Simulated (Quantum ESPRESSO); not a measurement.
Band energies of CdS

```
CdS
1.0
    4.16884     0.00000     0.00000
   -2.08442     3.61032     0.00000
    0.00000     0.00000     6.77962
S Cd
2 2
Direct
  0.66667   0.33333   0.87678
  0.33333   0.66667   0.37678
  0.66667   0.33333   0.50022
  0.33333   0.66667   0.00022
```

PBE (pw.x of Quantum ESPRESSO, ONCV potentials, no spin-orbit coupling); path ΓMKΓALHA,LM,KH; energies in eV from the valence-band maximum.

```csv
k (1/Å),point,band 22,band 23,band 24,band 25,band 26,band 27,band 28,band 29
0.00,Γ,-0.72,-0.72,-0.04,0.00,0.00,1.16,2.76,6.47
0.33,,-1.84,-1.37,-1.09,-0.28,-0.22,2.46,3.74,5.67
0.65,,-3.06,-2.57,-1.65,-0.94,-0.62,3.52,3.95,5.28
0.87,M,-3.42,-2.53,-1.79,-1.23,-0.72,3.67,3.89,5.12
1.00,,-3.41,-2.52,-1.91,-1.26,-0.86,3.85,4.12,5.09
1.37,K,-3.58,-2.96,-1.76,-1.76,-1.57,4.71,5.01,5.01
1.71,,-2.97,-2.44,-2.18,-1.05,-0.96,4.06,4.87,5.29
2.04,,-1.79,-1.52,-1.08,-0.29,-0.29,2.53,3.84,5.71
2.38,Γ,-0.72,-0.72,-0.04,0.00,0.00,1.16,2.76,6.47
2.49,,-0.69,-0.69,-0.38,-0.03,-0.03,1.49,2.78,6.49
2.84,A,-2.40,-0.37,-0.37,-0.37,-0.37,2.80,2.80,6.15
3.17,,-2.62,-1.10,-1.10,-0.68,-0.68,3.63,3.63,5.47
3.49,,-3.64,-1.30,-1.30,-1.16,-1.16,3.61,3.61,5.41
3.71,L,-4.00,-1.28,-1.28,-1.27,-1.27,3.48,3.48,5.37
3.81,,-3.99,-1.46,-1.46,-1.18,-1.18,3.58,3.58,5.42
4.11,,-3.89,-2.24,-2.24,-1.07,-1.07,4.30,4.30,6.03
4.21,H,-3.89,-2.32,-2.32,-1.06,-1.06,4.35,4.35,6.11
4.49,,-3.69,-1.88,-1.88,-1.14,-1.14,4.22,4.22,5.79
4.76,,-2.94,-1.25,-1.25,-1.03,-1.03,4.03,4.03,5.37
5.04,,-2.45,-0.69,-0.69,-0.48,-0.48,3.18,3.18,5.80
5.22,A,-2.40,-0.37,-0.37,-0.37,-0.37,2.80,2.80,6.15
5.22,L,-4.00,-1.28,-1.28,-1.27,-1.27,3.48,3.48,5.37
5.50,,-3.58,-2.20,-1.69,-1.10,-0.83,3.39,3.91,5.46
5.68,M,-3.42,-2.53,-1.79,-1.23,-0.72,3.67,3.89,5.12
5.68,K,-3.58,-2.96,-1.76,-1.76,-1.57,4.71,5.01,5.01
6.14,H,-3.89,-2.32,-2.32,-1.06,-1.06,4.35,4.35,6.11
```

The PBE gap is direct, 1.16 eV at Γ.

Spin-orbit splittings are left out.

Geometry of the Materials Project entry, not relaxed at this level.
